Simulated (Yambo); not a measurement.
Material: MgPdF6 (space group R-3, No. 148); a = 5.333 Å, b = 5.333 Å, c = 5.333 Å, α = 55.07°, β = 55.07°, γ = 55.07° (8 atoms in the cell). The geometry is that of Materials Project entry mp-7921, symmetrised and not relaxed again.

With LDA (pw.x of Quantum ESPRESSO, ONCV potentials, without SOC), the gap between the mesh's edge points (F → F) is 1.834 eV.

**Question.** What does a G0W0 run in Yambo give for it (4×4×4 Γ-centred k mesh, bands 6 to 120 and a 6 Ry block in the screening, 120 bands in G with the Bruneval-Gonze terminator, plasmon pole fitted at 27.2 eV)?

**Answer.** The correction is 3.140 eV, giving 4.973 eV, 2.7 times the LDA value.  Nearest settings tried, and what they do to the gap: 98 bands in W, 98 bands in G: +17 meV; 5 Ry block (133 vectors against 175): +77 meV; 2×2×2 mesh: -51 meV. So the settings aren't converged at that level. Spin-orbit splittings are left out.
